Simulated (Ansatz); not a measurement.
The calculation used DFT r2SCAN, scalar-relativistic, plane waves, PAW (Ansatz).

Settings: cutoff 500 eV, Γ-centred mesh 6×4×4 on the computed 13-atom cell, Gaussian smearing of 0.02 eV; no spin polarisation.

```
Mg H Se O
1.0
     4.07093   -0.07712   -0.02256
     1.29412    5.98437   -0.25466
     0.77877    0.48999    7.35265
Mg H Se O
3 6 1 3
Direct
  0.06442 0.09701 0.60583
  0.86588 0.55049 0.82023
  0.12556 0.00054 0.11428
  0.87061 0.20942 0.33973
  0.68151 0.57028 0.27941
  0.71792 0.24371 0.02597
  0.61038 0.97915 0.26001
  0.94746 0.36990 0.63353
  0.61772 0.49367 0.23185
  0.28834 0.77957 0.81724
  0.93081 0.29544 0.98586
  0.61321 0.97951 0.14099
  0.03789 0.05960 0.37336
```

Question: Is this geometry at equilibrium? Which atom feels the largest force?

Answer: It isn't. Atom 7 (H) feels (0.34, 0.31, 5.43) eV/Å, 5.446 eV/Å in size.

Question: Give all forces and the stress.

Answer:
```csv
atom,Fx,Fy,Fz
Mg1,0.615,-0.482,2.559
Mg2,-0.258,-0.664,0.462
Mg3,0.087,0.175,-0.903
H4,1.741,-2.654,0.944
H5,0.879,1.231,0.999
H6,0.679,0.326,-0.393
H7,0.339,0.307,5.426
H8,-0.092,0.641,-0.473
H9,-1.005,-1.134,-0.721
Se10,0.388,0.438,-0.622
O11,-0.725,-0.412,0.405
O12,-0.285,-0.547,-5.355
O13,-2.363,2.774,-2.328
```
Stress (GPa, compression positive):
```
 1.39  2.39  1.05
 2.39  1.36  4.48
 1.05  4.48 10.96
```

The cell holds molecules, and where no dispersion correction was added their binding is poorly described.

Cost: 1 run of about 2.5 core-minutes, on Arm Neoverse N1 (shared hosts).